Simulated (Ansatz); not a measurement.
This AlIn₂As₂P structure is the end of a relaxation. The cell was found from a structure generator's guess, not taken from experiment.

Theory: DFT PBE, scalar-relativistic, plane waves, PAW (Ansatz). Cutoff 420 eV, Γ-centred mesh, Gaussian smearing, no spin polarisation.

```xyz
6
Lattice="4.5843 0.0000 0.0000 0.0000 4.5843 0.0000 0.0000 0.0000 8.7690" Properties=species:S:1:pos:R:3 pbc="T T T"
Al    2.2921    2.2921    4.3845
In    2.2921    2.2921    1.4638
In    2.2921    2.2921    7.3052
P     0.0000    0.0000    0.0000
As    0.0000    2.2921    4.3845
As    2.2921    0.0000    4.3845
```

Energies over the elements count from the elements' standard structures at the same level, with no fitted energy shifts. The references include black phosphorus.

(1) Find its symmetry and describe it.

(2) How far does it lie from the elements in energy?

(3) Is it a metal?

Answers

(1) P4/mmm (No. 123). Conventional cell: a = 4.584 Å, c = 8.769 Å. Around Al lie 4 As at 2.29 Å and 2 In at 2.92 Å; In has 1 Al at 2.92 Å, 1 In at 2.93 Å, 4 P at 3.56 Å and 4 As at 3.71 Å; P is surrounded by 8 In at 3.56 Å (long contacts); As is surrounded by 2 Al at 2.29 Å, 4 As at 3.24 Å and 4 In at 3.71 Å.

(2) +0.75 eV/atom. The separate elements lie lower, so it is unstable against them.

(3) Yes, bands cross the Fermi level on the 8×8×6 mesh.

The last run used an 8×8×6 mesh (in the run's order of axes) for its 6-atom cell and Gaussian smearing of 0.10 eV. The reference forms of As and P are held partly by dispersion forces, which this level lacks. Symmetry constrained the relaxation, so the result can be a saddle point. Another cell of AlIn2As2P relaxed alike, in P4/mmm, lies 0.50 eV/atom lower, so this cell isn't the stable form at this level.
